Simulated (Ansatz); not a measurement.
**Property card for W$_{2}$Cl$_{3}$**

The calculation used Ansatz 0.2.0, DFT PBE, scalar-relativistic, plane waves, PAW.

Settings: cutoff 420 eV, Γ-centred mesh 12×12×4 on the computed 5-atom cell, Gaussian smearing of 0.10 eV; no spin polarisation.

The structure is relaxed at this level of theory with its symmetry kept, and needn't be the ground state of this composition.

Space group P3m1 (No. 156), trigonal, a = 3.022 Å, c = 13.628 Å. W on its first site is surrounded by 3 Cl at 2.46 Å and 6 W at 3.02 Å; W on its second site is surrounded by 6 Cl at 2.48–2.51 Å and 6 W at 3.02 Å; around Cl on its first site lie 3 W at 2.46 Å and 6 Cl at 3.02 Å; Cl on its second site has 3 W at 2.48 Å and 6 Cl at 3.02 Å; Cl on its third site has 3 W at 2.51 Å and 6 Cl at 3.02 Å.

| Quantity | Value |
| --- | --- |
| Volume per atom | 21.55 Å³ |
| Formation energy from the elements' standard states (uncorrected) | +0.213 eV/atom |
| Kohn–Sham band gap | none (metal) |
| Density of states at the Fermi level | 2.2 states/eV per cell |
| Orbital (Löwdin) character within 0.5 eV of the Fermi level | W 5d 80 %, Cl 3p 12 %, unprojected 5 % |
| Bader charge by site (e) | W (1 in the cell) 0.51, W (1 in the cell) 1.11, Cl (1 in the cell) -0.55, Cl (1 in the cell) -0.52, Cl (1 in the cell) -0.55 |

Spin-orbit coupling is left out, which matters for the bands of heavy elements. The cell holds layers, chains or molecules and no dispersion correction was added, so their binding is poorly described.

The cell was found from a structure generator's guess, not taken from experiment. Löwdin shares on free-atom orbitals overweight diffuse shells.
